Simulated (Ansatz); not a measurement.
# What DFT gives for Nb3Pb

```yaml
crystal:
  lattice:
    - [5.30276, 0.00000, 0.00000]
    - [0.00000, 5.30276, 0.00000]
    - [0.00000, 0.00000, 5.30276]
  atoms:
    - { symbol: Nb, position: [0.25000, 0.00000, 0.50000] }
    - { symbol: Nb, position: [0.50000, 0.75000, 0.00000] }
    - { symbol: Nb, position: [0.75000, 0.00000, 0.50000] }
    - { symbol: Nb, position: [0.50000, 0.25000, 0.00000] }
    - { symbol: Nb, position: [0.00000, 0.50000, 0.75000] }
    - { symbol: Nb, position: [0.00000, 0.50000, 0.25000] }
    - { symbol: Pb, position: [0.00000, 0.00000, 0.00000] }
    - { symbol: Pb, position: [0.50000, 0.50000, 0.50000] }
```

Method: PBE, no spin polarisation; PAW, plane waves to 420 eV, 7×7×7 Γ-centred mesh, fermi-dirac occupations (width 0.1171 eV) (Ansatz 0.2.0), atoms fixed.

Q: Give the Bader charges.

A: Bader charges in e: Nb +0.29, Pb -0.87. In the mean Nb gives up most and Pb takes most.

Q: What do density and ELF say about some of the short contacts?

A: Nb–Nb at 2.65 Å: least valence density 0.44 e/Å³ and ELF 0.32 there. Nb–Pb at 2.96 Å: least valence density 0.24 e/Å³ and ELF 0.20 there. These are pseudo-fields; inside the PAW spheres they differ from the all-electron ones.

Q: What is the formation energy?

A: 0.12 eV an atom against the elements' usual phases (free molecules for gases, crystals otherwise, with no correction for O₂ or N₂), so at this geometry it isn't bound against them. Relaxing would lower it.

Q: What does the stress say?

A: The pressure is 6.7 GPa (compression positive), so with the atoms held at these fractions the cell would first expand.

Q: Is there a gap?

A: It is a metal, with about 9.9 states/eV a cell as the mean within 0.25 eV of the Fermi level, mostly Nb d (85 %).

Origin: a database entry at a rescaled volume. Caveats: many states at the Fermi level without spin polarisation, so a magnetic state may lie lower.
